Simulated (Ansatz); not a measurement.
An Ansatz input and the part of its output that reports the observables at the nuclei.

The cell is a computed structure from the Materials Project (it need not be an observed phase), atoms as given.

```yaml
crystal:
  lattice:
    - [3.8086699059, 0.0, 0.0]
    - [-1.9043349529, 3.2984048931, 0.0]
    - [0.0, 0.0, 62.26385349]
  atoms:
    - { symbol: Zn, position: [0.0, 0.0, 0.40000403] }
    - { symbol: Zn, position: [0.3333333333, 0.6666666667, 0.44998259] }
    - { symbol: Zn, position: [0.6666666667, 0.3333333333, 0.200019] }
    - { symbol: Zn, position: [0.6666666667, 0.3333333333, 0.65000435] }
    - { symbol: Zn, position: [0.3333333333, 0.6666666667, 0.700019] }
    - { symbol: Zn, position: [0.0, 0.0, 0.60000629] }
    - { symbol: Zn, position: [0.6666666667, 0.3333333333, 0.94998259] }
    - { symbol: Zn, position: [0.0, 0.0, 0.10000629] }
    - { symbol: Zn, position: [0.6666666667, 0.3333333333, 0.35002224] }
    - { symbol: Zn, position: [0.6666666667, 0.3333333333, 0.05005324] }
    - { symbol: Zn, position: [0.0, 0.0, 0.90000403] }
    - { symbol: Zn, position: [0.3333333333, 0.6666666667, 0.55005324] }
    - { symbol: Zn, position: [0.0, 0.0, 0.25000318] }
    - { symbol: Zn, position: [0.3333333333, 0.6666666667, 0.85002224] }
    - { symbol: Zn, position: [0.0, 0.0, 0.75000318] }
    - { symbol: Zn, position: [0.6666666667, 0.3333333333, 0.50001964] }
    - { symbol: Zn, position: [0.3333333333, 0.6666666667, 0.15000435] }
    - { symbol: Zn, position: [0.6666666667, 0.3333333333, 0.8000066] }
    - { symbol: Zn, position: [0.3333333333, 0.6666666667, 0.3000066] }
    - { symbol: Zn, position: [0.3333333333, 0.6666666667, 1.964e-05] }
    - { symbol: S, position: [0.6666666667, 0.3333333333, 0.23748632] }
    - { symbol: S, position: [0.6666666667, 0.3333333333, 0.83748948] }
    - { symbol: S, position: [0.3333333333, 0.6666666667, 0.88748952] }
    - { symbol: S, position: [0.3333333333, 0.6666666667, 0.33748948] }
    - { symbol: S, position: [0.0, 0.0, 0.78748593] }
    - { symbol: S, position: [0.6666666667, 0.3333333333, 0.0874974] }
    - { symbol: S, position: [0.3333333333, 0.6666666667, 0.48744179] }
    - { symbol: S, position: [0.0, 0.0, 0.28748593] }
    - { symbol: S, position: [0.0, 0.0, 0.1374861] }
    - { symbol: S, position: [0.6666666667, 0.3333333333, 0.6874865] }
    - { symbol: S, position: [0.3333333333, 0.6666666667, 0.03753052] }
    - { symbol: S, position: [0.6666666667, 0.3333333333, 0.98744179] }
    - { symbol: S, position: [0.6666666667, 0.3333333333, 0.53753052] }
    - { symbol: S, position: [0.6666666667, 0.3333333333, 0.38748952] }
    - { symbol: S, position: [0.3333333333, 0.6666666667, 0.73748632] }
    - { symbol: S, position: [0.3333333333, 0.6666666667, 0.1874865] }
    - { symbol: S, position: [0.0, 0.0, 0.6374861] }
    - { symbol: S, position: [0.3333333333, 0.6666666667, 0.5874974] }
    - { symbol: S, position: [0.0, 0.0, 0.93748025] }
    - { symbol: S, position: [0.0, 0.0, 0.43748025] }
kpoints:
  mp_grid: { grid: [8, 8, 1] }
scf:
  occupations: { method: fermi_dirac, width: 0.02 }
hamiltonian:
  xc: pbe
  pseudopotentials: { kind: paw }
output:
  forces: true
  stress: true
  populations: true
  efg:
    quadrupole_moments_barn: { Zn: 0.122, S: -0.0694 }
    contact_densities: true
  write_density: true
  write_potential: true
  elf: true
  volumetric_format: npy
```

```sh
ansatz run input.yaml --threads 1 --pin off --max-ram 3072MiB --backend cpu --events-out ev --progress --plain --runs-dir out
```

Of the output, the block on the nuclei alone is shown; the set-up, the SCF iterations, energies, forces and stress are cut. One atom of each set with nearly equal values is shown.

```
--- PAW observables at the nuclei: V_zz in 10²¹ V/m², potentials from the cell's mean, atoms counted from 1 ---
  atom   1  Zn V_zz =    +0.003320   η = 0.0000   by run symmetry: allowed   C_q = +0.0098 MHz
            electrostatic potential = -3941.686983 V   contact ρ = 166604.071104 e/Å³
  atom   2  Zn V_zz =    +0.012762   η = 0.0000   by run symmetry: allowed   C_q = +0.0376 MHz
            electrostatic potential = -3941.686436 V   contact ρ = 166604.063548 e/Å³
  atom   3  Zn V_zz =    -0.007697   η = 0.0000   by run symmetry: allowed   C_q = -0.0227 MHz
            electrostatic potential = -3941.692332 V   contact ρ = 166604.068778 e/Å³
  atom  10  Zn V_zz =    +0.027886   η = 0.0000   by run symmetry: allowed   C_q = +0.0823 MHz
            electrostatic potential = -3941.701542 V   contact ρ = 166603.913387 e/Å³
  atom  13  Zn V_zz =    +0.009322   η = 0.0000   by run symmetry: allowed   C_q = +0.0275 MHz
            electrostatic potential = -3941.689061 V   contact ρ = 166604.068078 e/Å³
  atom  16  Zn V_zz =    -0.107054   η = 0.0000   by run symmetry: allowed   C_q = -0.3158 MHz
            electrostatic potential = -3941.689117 V   contact ρ = 166603.978512 e/Å³
  atom  21  S  V_zz =    +0.038904   η = 0.0000   by run symmetry: allowed   C_q = -0.0653 MHz
            electrostatic potential = -1633.145580 V   contact ρ = 19764.980144 e/Å³
  atom  22  S  V_zz =    +0.052040   η = 0.0000   by run symmetry: allowed   C_q = -0.0873 MHz
            electrostatic potential = -1633.147226 V   contact ρ = 19764.985820 e/Å³
  atom  25  S  V_zz =    +0.045564   η = 0.0000   by run symmetry: allowed   C_q = -0.0765 MHz
            electrostatic potential = -1633.146482 V   contact ρ = 19764.983794 e/Å³
  atom  26  S  V_zz =    +0.036372   η = 0.0000   by run symmetry: allowed   C_q = -0.0610 MHz
            electrostatic potential = -1633.146444 V   contact ρ = 19764.969832 e/Å³
  atom  27  S  V_zz =    +0.112555   η = 0.0000   by run symmetry: allowed   C_q = -0.1889 MHz
            electrostatic potential = -1633.146104 V   contact ρ = 19764.961109 e/Å³
  atom  29  S  V_zz =    +0.041637   η = 0.0000   by run symmetry: allowed   C_q = -0.0699 MHz
            electrostatic potential = -1633.148624 V   contact ρ = 19764.981992 e/Å³
  atom  31  S  V_zz =    +0.195483   η = 0.0000   by run symmetry: allowed   C_q = -0.3280 MHz
            electrostatic potential = -1633.163825 V   contact ρ = 19764.971684 e/Å³
  atom  39  S  V_zz =    +0.033421   η = 0.0000   by run symmetry: allowed   C_q = -0.0561 MHz
            electrostatic potential = -1633.143357 V   contact ρ = 19764.977087 e/Å³
```

The run took 5.2 min of wall time (5.2 min of CPU time) and 2.1 GiB at its peak, on 1 thread of Intel Xeon Platinum 8259CL CPU @ 2.50GHz (Skylake/Cascade Lake) (x86_64; 16 cores open to the job, memory cap 3.0 GiB, no GPU), a shared host with a load of 0.5 a core.
